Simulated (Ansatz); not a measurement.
This Al4P structure is the end of a relaxation. The cell was found from a structure generator's guess, not taken from experiment.

The calculation used Ansatz, DFT PBE, scalar-relativistic, plane waves, PAW. Cutoff 420 eV, Γ-centred mesh, Gaussian smearing, no spin polarisation.

```yaml
crystal:
  lattice:
    - [-2.89420, 2.89420, 2.89420]
    - [2.89420, -2.89420, 2.89420]
    - [2.89420, 2.89420, -2.89420]
  atoms:
    - { symbol: Al, position: [0.00000, 0.50000, 0.00000] }
    - { symbol: Al, position: [0.50000, 0.50000, 0.50000] }
    - { symbol: Al, position: [0.00000, 0.00000, 0.50000] }
    - { symbol: Al, position: [0.50000, 0.00000, 0.00000] }
    - { symbol: P, position: [0.00000, 0.00000, 0.00000] }
```

Energies over the elements count from the elements' standard structures at the same level, with no fitted energy shifts. The references include black phosphorus.

Question: Find its symmetry and describe it.

Answer: Im-3m (No. 229). Conventional cell: a = 5.788 Å. Around Al lie 2 P at 2.51 Å and 6 Al at 2.89 Å; P is surrounded by 8 Al at 2.51 Å.

Question: How far does it lie from the elements in energy?

Answer: +0.28 eV/atom. It can't be a ground state, since the elements alone are lower.

Question: Is it a metal?

Answer: Yes, bands cross the Fermi level on the 10×10×10 mesh.

The last run used a 10×10×10 mesh for its 5-atom cell and Gaussian smearing of 0.10 eV. The cell is a metal run without spin; a magnetic state may lie lower. The reference form of P is held partly by dispersion forces, which this level lacks. Symmetry constrained the relaxation, so the result can be a saddle point. Another cell of Al4P relaxed alike, in I4/mmm, lies 119 meV/atom lower, so this cell isn't the stable form at this level.
